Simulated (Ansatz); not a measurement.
**Equation of state of LaHg₂**

```yaml
crystal:
  lattice:
    - [4.96000, 0.00000, 0.00000]
    - [-2.48000, 4.29549, 0.00000]
    - [0.00000, 0.00000, 3.65000]
  atoms:
    - { symbol: La, position: [0.00000, 0.00000, 0.00000] }
    - { symbol: Hg, position: [0.33333, 0.66667, 0.45000] }
    - { symbol: Hg, position: [0.66667, 0.33333, 0.55000] }
```

The cell is COD entry 1538192, as deposited and not checked against the literature; nothing was relaxed.

Spin–orbit coupling is left out, though it moves levels of the heavy atoms by tenths of an eV or more.

All numbers are computed: DFT, PBEsol, all-electron LAPW, scalar-relativistic (Ansatz 0.2.0); DFT, PBEsol, PAW with Ansatz's default frozen-core files, scalar-relativistic (Ansatz 0.2.0).

For LAPW: a Γ-centred 10×10×11 k mesh, Fermi–Dirac smearing of 0.03 eV, basis error target 0.5 meV/atom, no spin polarisation. PAW takes a cutoff of 420 eV at this cell (files made with PBE, cores remade for this functional). The Ansatz runs share mesh, smearing and spin set-up. Plane-wave (PAW) pressures include the program's estimate of the Pulay term.

The cell above is scaled evenly, with fractional coordinates and shape held.

```
V/V(cell)  V (Å³/atom)  P, LAPW (GPa)  P, PAW (GPa)
   0.9400       24.367           3.91          3.89
   0.9600       24.885           2.16          2.14
   0.9800       25.403           0.61          0.60
   0.9900       25.663          -0.09         -0.10
   1.0000       25.922          -0.75         -0.76
   1.0100       26.181          -1.37         -1.38
   1.0200       26.440          -1.95         -1.96
   1.0400       26.959          -3.01         -3.02
   1.0600       27.477          -3.94         -3.95
```

(1) What do Birch–Murnaghan fits to the pressures give?

Results:

(1) LAPW: V0 = 25.63 Å³/atom, B0 = 68 GPa, B0′ = 5.2; PAW: V0 = 25.62 Å³/atom, B0 = 68 GPa, B0′ = 5.2.
